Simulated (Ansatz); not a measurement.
Sb (A7 type, space group R-3m)

```xyz
2
Lattice="2.1608 1.2475 3.6797 -2.1608 1.2475 3.6797 0.0000 -2.4951 3.6797" Properties=species:S:1:pos:R:3 pbc="T T T"
Sb     0.0000     0.0000     2.6095
Sb     0.0000     0.0000     8.4295
```

The volume is varied about the relaxed value V₀ at fixed cell shape. The atoms relax within the cell's symmetry.

Calculation: PBE-D3(BJ) (plane waves to 420 eV, PAW, scalar-relativistic; Ansatz, a program for electronic structure). k mesh 13×13×13 (Γ-centred), Fermi-Dirac smearing 0.05 eV. Energies are smeared free energies. Stress and pressure are positive under compression. Sb was relaxed with its symmetry unable to fall. Spin-orbit coupling is left out, though Sb is heavy. The PAW data are Ansatz's earlier set. ΔE is measured from the relaxed starting cell.

| V/V₀ | P (GPa) | ΔE (eV/atom) |
|---|---|---|
| 0.840 | 11.7 | 0.142 |
| 0.880 | 7.0 | 0.074 |
| 0.920 | 4.4 | 0.031 |
| 0.960 | 2.0 | 0.007 |
| 1.000 | 0.0 | 0.000 |
| 1.040 | -1.7 | 0.006 |
| 1.080 | -3.0 | [?] |
| 1.120 | -4.1 | 0.051 |
| 1.160 | -4.9 | [?] |

### Question
Complete the blanks.

### Answer

- 1.080, ΔE (eV/atom): 0.024
- 1.160, ΔE (eV/atom): 0.084

(Under strain, the slope of the energy per volume gives the stress and its curvature an elastic modulus.)
